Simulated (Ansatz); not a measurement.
# Phase order of AsRu along its cold isotherm

All-electron LAPW in Ansatz 0.2.0 under PBEsol, scalar-relativistic, energies extrapolated to zero smearing. Each structure type was compressed from its own relaxed volume, symmetry kept and shape relaxed on PAW files, and E(V) was fitted to energies and pressures; H = E + pV has no temperature or zero-point term. Only these types were tried: CsCl (Pm-3m, 14×14×14 mesh, 14.05 Å³/atom at rest); rocksalt (Fm-3m, 14×14×14 mesh, 15.70 Å³/atom at rest). Spin polarisation is left out. Spin–orbit coupling is left out; Fermi–Dirac smearing is 0.05 to 0.1 eV. Enthalpies carry a few meV/atom of noise from meshes and fits.

Enthalpies against CsCl:

| p (GPa) | CsCl (meV/atom) | rocksalt (meV/atom) |
| --- | --- | --- |
| 0 | 0 | 370 |
| 32 | 0 | 651 |
| 85 | 0 | 1006 |
| 160 | 0 | 1399 |
| 320 | 0 | 2044 |
| 530 | 0 | 2700 |
| 790 | 0 | 3363 |
| 1000 | 0 | 3828 |

Q: What sequence of phases does this give?

A: Among the types tried, CsCl is lowest at zero pressure and stays so up to 1100 GPa.
